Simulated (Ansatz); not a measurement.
Polymorphs of SnGe, each relaxed with PBEsol (plane waves, PAW; program Ansatz):

A: Pmma
a = 4.328 Å, b = 4.302 Å, c = 12.314 Å, α = 90.00°, β = 90.00°, γ = 90.00°

| atom | site | symmetry | x | y | z |
|---|---|---|---|---|---|
| Ge | 2e | mm2 | 0.2500 | 0.0000 | 0.3374 |
| Ge | 2f | mm2 | 0.2500 | 0.5000 | 0.4461 |
| Sn | 2e | mm2 | 0.7500 | 0.0000 | 0.2133 |
| Sn | 2f | mm2 | 0.7500 | 0.5000 | 0.0702 |

B: Pmma
a = 4.2997 Å, b = 4.3295 Å, c = 6.1574 Å, α = 90.00°, β = 90.00°, γ = 90.00°

| atom | site | symmetry | x | y | z |
|---|---|---|---|---|---|
| Ge | 2e | mm2 | 0.2500 | 0.0000 | 0.1091 |
| Sn | 2f | mm2 | 0.2500 | 0.5000 | 0.3569 |

C: P-6m2
a = b = 3.825 Å, c = 3.711 Å, α = β = 90.00°, γ = 120.00°

| atom | site | symmetry | x | y | z |
|---|---|---|---|---|---|
| Sn | 1a | -6m2 | 0.0000 | 0.0000 | 0.0000 |
| Ge | 1f | -6m2 | 0.6667 | 0.3333 | 0.5000 |

**Question.** Put the candidates in order of energy per atom at 0 K, lowest first, for PBEsol.

**Answer.** B (+0 meV/atom), A (+7 meV/atom), C (+103 meV/atom)

Constructed cells (a structure type filled with these elements, in neither database checked): C. Typed or built starts, not in the databases checked: A; B. All cells were relaxed under the symmetry of their starts (and spin orders); stability against distortions was not tested throughout. Scalar-relativistic: spin–orbit coupling is off unless named, which matters more the heavier the elements.

Energies hold the estimated change up to a 700 eV cutoff; steps of a few meV lie near the error of the meshes.

Potentials: the later of the program's two PAW sets.
